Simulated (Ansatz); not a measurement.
**CsB3C2, before and after**

Recipe of this trial structure of CsB3C2: ErCo3Ge2 type (P6mm) distorted into a subgroup (Cm, No. 8) (largest shift (Å) 0.25). Lengths were set from tabulated atomic sizes, so they are only a guess.

start.cif

```cif
data_structure
_symmetry_space_group_name_H-M 'P 1'
_symmetry_Int_Tables_number 1
_cell_length_a 5.3284
_cell_length_b 5.3284
_cell_length_c 3.7446
_cell_angle_alpha 90.481
_cell_angle_beta 90.481
_cell_angle_gamma 61.986
_cell_volume 93.86
loop_
_atom_site_label
_atom_site_type_symbol
_atom_site_fract_x
_atom_site_fract_y
_atom_site_fract_z
_atom_site_occupancy
Cs1 Cs 0.02521 0.02521 0.13440 1
B1 B 0.50685 0.50685 0.50837 1
B2 B 0.51138 0.96301 0.55693 1
B3 B 0.96301 0.51138 0.55693 1
C1 C 0.66787 0.66787 0.99742 1
C2 C 0.32569 0.32569 0.05232 1
```

All numbers below come from Ansatz 0.2.0, DFT PBE, scalar-relativistic, plane waves, PAW. Cutoff 420 eV, Gaussian smearing, Γ-centred meshes. Cell and atoms relax first on a coarse mesh and then on a converged one. In between, the cell is made exact in the group found at 0.06 Å. The steps can't lower the symmetry of their start. No spin polarisation in the relaxation; trial moments died out in a coarse test.

end.cif

```cif
data_structure
_symmetry_space_group_name_H-M 'P 1'
_symmetry_Int_Tables_number 1
_cell_length_a 5.1289
_cell_length_b 5.2305
_cell_length_c 5.2305
_cell_angle_alpha 50.993
_cell_angle_beta 90.000
_cell_angle_gamma 90.000
_cell_volume 109.04
loop_
_atom_site_label
_atom_site_type_symbol
_atom_site_fract_x
_atom_site_fract_y
_atom_site_fract_z
_atom_site_occupancy
Cs1 Cs 0.50000 0.95300 0.95300 1
B1 B 0.00000 0.52539 0.52539 1
B2 B 0.00000 0.41282 0.05648 1
B3 B 0.00000 0.05648 0.41282 1
C1 C 0.00000 0.37383 0.37383 1
C2 C 0.00000 0.67848 0.67848 1
```

The symmetry goes from Cm (No. 8) to Amm2 (No. 38). The volume per atom grows by 16.2 %, from 15.6 to 18.2 Å³. The shortest distance goes from 2.16 Å (B–C) to 1.43 Å (B–C). The energy falls by about 2.9 eV/atom (the start's value is from the coarse mesh). The end is written in a standard setting, so origin, axes and order of atoms can differ from the start's.

```json
{
  "Volume per atom": "18.17 Å³",
  "Density": "2.88 g/cm³",
  "Energy over the elements": "+0.164 eV/atom",
  "Gap on the 6×8×8 mesh of the 6-atom cell": "0.77 eV"
}
```

Formation energies are uncorrected and refer to the elements' standard structures at the same level. It can't be a ground state, since the elements alone are lower.

The last run used Gaussian smearing of 0.02 eV. Kohn–Sham gaps at this level usually fall short of measured ones. The reference form of C is held partly by dispersion forces, which this level lacks. A structure relaxed within its symmetry needn't be a true minimum. In all, the 3 runs took 7.7 min on 1 thread of Intel(R) Xeon(R) Processor @ 2.50GHz (Skylake/Cascade Lake), with other jobs on the host.
